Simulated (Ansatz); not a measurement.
# Structure relaxation, PbSe

The start is a generated trial cell of PbSe in the tenorite structure type. The cell and all atomic positions are relaxed at zero pressure with PBE (plane waves to 420 eV, PAW, scalar-relativistic; Ansatz, a first-principles code). The first steps use a coarse 5×5×3 k-mesh.

Input geometry:
```
CELL_PARAMETERS angstrom
      3.77861    -2.76136     0.00000
      3.77861     2.76136     0.00000
     -1.37150     0.00000     8.16075
ATOMIC_POSITIONS crystal
  Pb 0.00000 0.50000 0.00000
  Pb 0.50000 0.00000 0.50000
  Se 0.58160 0.41840 0.25000
  Se 0.41840 0.58160 0.75000
```

Question: What pressure does the first self-consistent step give?

Answer: -3.9 GPa (negative: the cell is under tension).

Question: Does the structure survive the relaxation? Give the final space group.

Answer: The space group goes from C2/c (No. 15) to Fm-3m (No. 225); the end is rock salt type, with 2 atoms in the primitive cell.

Question: How does the volume per atom move from start to end?

Answer: -29.4 %, from 42.57 to 30.04 Å³/atom.

Question: What band gap does the relaxed structure have at this level?

Answer: 0.43 eV, direct at L (no spin-orbit coupling).

Question: What does it relax into? Give the structure.

Answer: 
```cif
data_Pb4Se4
_chemical_formula_sum 'Pb4 Se4'
_space_group_name_H-M_alt 'Fm-3m'
_space_group_IT_number 225
_space_group_name_Hall '-F 4 2 3'
_cell_length_a 6.21735
_cell_length_b 6.21735
_cell_length_c 6.21735
_cell_angle_alpha 90.000
_cell_angle_beta 90.000
_cell_angle_gamma 90.000
loop_
_atom_site_label
_atom_site_type_symbol
_atom_site_symmetry_multiplicity
_atom_site_Wyckoff_symbol
_atom_site_fract_x
_atom_site_fract_y
_atom_site_fract_z
_atom_site_occupancy
Pb1 Pb 4 a 0.00000 0.00000 0.00000 1
Se1 Se 4 b 0.50000 0.50000 0.50000 1
```
(The calculation used a cell of 2 atoms; values per cell refer to that cell.)

Final values are on a 9×9×9 k-mesh of the relaxed cell. No spin polarisation in the result. Spin-orbit coupling is missing; with elements this heavy it can move band edges by tenths of an eV or more.

The run could not lose the symmetry of its start.
